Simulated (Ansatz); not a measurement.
Starting cell, GaN (wurtzite):

```yaml
crystal:
  lattice:
    - [6.43675, 0.00000, 0.00000]
    - [-1.60919, 2.78720, 0.00000]
    - [0.00000, 0.00000, 5.24320]
  atoms:
    - { symbol: Ga, position: [0.33333, 0.33333, 0.00096] }
    - { symbol: Ga, position: [0.83333, 0.33333, 0.00096] }
    - { symbol: Ga, position: [0.16667, 0.66667, 0.50096] }
    - { symbol: Ga, position: [0.66667, 0.66667, 0.50096] }
    - { symbol: N, position: [0.33333, 0.33333, 0.62424] }
    - { symbol: N, position: [0.83333, 0.33333, 0.62424] }
    - { symbol: N, position: [0.16667, 0.66667, 0.12424] }
    - { symbol: N, position: [0.66667, 0.66667, 0.12424] }
```

The atoms are displaced by Q × the pattern below (from a DFPT mode at M = (0.5, 0.0, 0.0), largest move 1; Q in Å), at fixed cell. (q is in reciprocal vectors of the primitive cell; the cell shown is doubled to hold the pattern.)

```
atom       x       y       z
----  ------  ------  ------
Ga1   -0.049  -0.028  -0.059
Ga2    0.049   0.028   0.059
Ga3    0.049   0.028  -0.059
Ga4   -0.049  -0.028   0.059
N5     0.859   0.496   0.129
N6    -0.859  -0.496  -0.129
N7    -0.859  -0.496   0.129
N8     0.859   0.496  -0.129
```

All values below come from PBE (plane waves to 420 eV, PAW, scalar-relativistic; Ansatz, a program for electronic structure). k mesh 6×12×6 (Γ-centred), Fermi-Dirac smearing 0.05 eV. E stands for the smeared free energy. GaN was relaxed with its symmetry unable to fall. ΔE is measured from the undisplaced structure.

```csv
Q (Å),ΔE (meV/cell)
-0.1000,437
-0.0833,303
-0.0667,withheld
-0.0500,109
-0.0333,48
-0.0167,12
0.0000,0
0.0167,12
0.0333,48
0.0500,109
0.0667,withheld
0.0833,303
0.1000,437
```

**Question.** Fit an even polynomial form (powers 2, 4) to the given rows and predict ΔE at Q = 0.0667.

**Answer.** Least squares on the 11 given rows: ΔE = (43530)·Q² + (17190)·Q⁴, in meV/cell with Q in Å; root-mean-square residual 0.2 meV/cell. At 0.0667 the fit gives 194 meV/cell; the calculation gives 194 meV/cell, the same to the digits shown. The quadratic term alone would give 194 meV/cell.

(A displaced cell: forces are minus the slopes of the energy, force constants its curvatures, and phonons follow from these.)
